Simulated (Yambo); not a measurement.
Yambo run on RbIO3 (space group R3m, No. 160). The wavefunctions are norm-conserving LDA (Quantum ESPRESSO, 84 Ry, without SOC) ones on a 4×4×4 mesh (17 occupied bands); a = 4.519 Å, b = 4.519 Å, c = 4.519 Å, α = 89.72°, β = 89.72°, γ = 89.72°.

Yambo input:

```
gw0
dyson
el_el_corr
HF_and_locXC
ppa
em1d
EXXRLvcs= 84 Ry
VXCRLvcs= 336 Ry
Chimod= "HARTREE"
% BndsRnXp
 1 | 132 |
%
NGsBlkXp= 7 Ry
% LongDrXp
 1.0 | 1.0 | 1.0 |
%
PPAPntXp= 27.2114 eV
% GbndRnge
 1 | 132 |
%
GTermKind= "BG"
DysSolver= "n"
ExtendOut
% QPkrange
 13 | 13 | 17 | 18 |
%
```

k points by index: 13 = Z.

Table of the .qp output:

```
#    K-point    Band    Eo [eV]    E [eV]    E-Eo [eV]    Vxc [eV]    Vnlxc [eV]    Sc|Eo [eV]    Sc|E [eV]    dSc/dw|Eo [eV]    Re(Z)    Im(Z)
#
    13    17    0.000000    -0.653269    -0.653269    -16.96359    -20.14738    2.367851    2.530527    -6.775239    0.800648    -0.001221
    13    18    2.767393    3.798862    1.031470    -13.72431    -9.979395    -2.492313    -2.713441    -5.833221    0.823473    -0.001100
```
(The two width columns are left out.) Convergence of these settings isn't established.

Geometry of the Materials Project entry, not relaxed at this level.

The structure is a Materials Project entry; no match was found in the copy of COD used, and its stability was not checked.
